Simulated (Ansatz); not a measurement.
Given:

Relaxed Zr (hcp, Mg type):

```
CELL_PARAMETERS angstrom
      6.49204     0.00000     0.00000
     -1.62301     2.81113     0.00000
      0.00000     0.00000     5.15071
ATOMIC_POSITIONS crystal
  Zr 0.16667 0.66667 0.75000
  Zr 0.66667 0.66667 0.75000
  Zr 0.33333 0.33333 0.25000
  Zr 0.83333 0.33333 0.25000
```

A phonon eigenvector at M = (0.5, 0.0, 0.0) is frozen into this cell: atom i moves by Q times the vector below, so Q is the largest atomic displacement, in Å. The cell is held. (q is in reciprocal vectors of the primitive cell; the cell shown is doubled to hold the pattern.)

```
atom      x      y       z
----  -----  -----  ------
Zr1   0.000  0.000  -1.000
Zr2   0.000  0.000   1.000
Zr3   0.000  0.000  -1.000
Zr4   0.000  0.000   1.000
```

These are r2SCAN (plane waves to 500 eV, PAW, scalar-relativistic; Ansatz, an electronic-structure program) values and carry that method's errors. k mesh 8×16×9 (Γ-centred), Fermi-Dirac smearing 0.05 eV. E stands for the smeared free energy. With partly filled bands, energies and forces of such displacements shift with the k mesh and the smearing. Zr is run without spin polarisation. Zr was relaxed with its symmetry unable to fall. ΔE is measured from the undisplaced structure.

The scan covers Q from -0.180 to 0.180 Å in 13 points.

Problem. Which space group does the distorted structure have?

Solution. Pnnm (No. 58), lowered from P6_3/mmc.

Problem. What is the energy change at Q = 0.180 Å?

Solution. 163 meV/cell.

Problem. What harmonic wavenumber does the curvature at Q = 0 give?

Solution. 83 cm⁻¹.

(For displaced atoms, the force is minus the slope of the energy, and its curvature is a force constant, which sets phonon frequencies.)
